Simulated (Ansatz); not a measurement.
EuSn₃ (Pm-3m): energy against the cell's spin moment

```
Eu Sn
1.0
     4.76441    0.00000    0.00000
     0.00000    4.76441    0.00000
     0.00000    0.00000    4.76441
Eu Sn
1 3
Direct
  0.00000 0.00000 0.00000
  0.00000 0.50000 0.50000
  0.50000 0.50000 0.00000
  0.50000 0.00000 0.50000
```

The geometry is a structure from the Materials Project, held fixed and not relaxed.

The runs share LDA, 6×6×6 k mesh, Fermi–Dirac smearing of 0.05 eV. PAW means Ansatz 0.2.0 on its default frozen-core files; LAPW is all-electron LAPW in Ansatz 0.2.0. Site moments are integrated in spheres about the atoms, whose radii differ between the methods. Start moments of the first PAW run (μB): Eu1 7.

Each run fixes M = N↑ − N↓ with two Fermi levels; the holding field B = (E_F↑ − E_F↓)/2μB is the slope of the free energy against M over μB. Energies count from each method's free run. The held moment starts on the atoms that carry the free run's moments.

The free PAW run: Site moments (μB): Eu1 6.71, Sn2 0.00, Sn3 0.00, Sn4 0.00. Cell moment 6.82 μB.

| M (μB/cell) | ΔF PAW (meV/cell) | ΔF LAPW (meV/cell) | B, PAW (T) | largest site moment, PAW (μB) | pressure, PAW (GPa) |
| --- | --- | --- | --- | --- | --- |
| 5.79 | +250.5 | +253.0 | -7696 | 6.54 | ? |
| 7.50 | +113.9 | +112.7 | +6310 | 6.82 | ? |
| 8.18 | +429.0 | – | +9429 | 6.92 | -3.1 |
| 9.20 | +1167.4 | – | +15846 | 7.04 | -2.0 |

Task: What belongs in the row "7.50", column "pressure, PAW (GPa)"?

Result: -3.9.

Task: Fill in "pressure, PAW (GPa)" for the row "5.79".

Result: -4.4.

Against an unpolarised PAW run, spin polarisation gains 1602.2 meV per atom; the pressure goes from -7.2 to -4.3 GPa.

Task: Check μB·B = dF/dM between M = 7.50 and 8.18 μB with the PAW numbers.

Result: ΔF/ΔM = +315.1 meV / 0.68 = +463.3 meV per μB, which is +8005 T with μB = 0.05788 meV/T. The mean of the two holding fields is +7870 T. The slope equals the mean of B over the step, so the two agree where B(M) is nearly straight between its ends, and here they lie within a tenth of each other.

Separate runs put a uniform field on the spins (g = 2):

```json
{"field (T)": "500", "M PAW (μB/cell)": "6.888", "M LAPW (μB/cell)": "–"}
{"field (T)": "1000", "M PAW (μB/cell)": "6.964", "M LAPW (μB/cell)": "6.969"}
```

The PAW files were made with PBE; the program remakes their cores once for the run's functional and then keeps them frozen. Without U a semilocal functional puts the f levels too near the Fermi level, which can change moments and the order of magnetic states; site and cell moments are spin moments. Spin–orbit coupling is left out although heavy atoms are present. With open f shells a run can end in a state that isn't the lowest. None of this fixes the real material's magnetic order: only patterns that fit the cell were computed, at zero temperature, with a functional that can overstate moments. Left out because they would open the f shell, whose fillings are many: PAW, total moment held at 0 μB; PAW, total moment held at 1.7 μB; PAW, total moment held at 3.41 μB; PAW, total moment held at 4.77 μB; and 2 more.
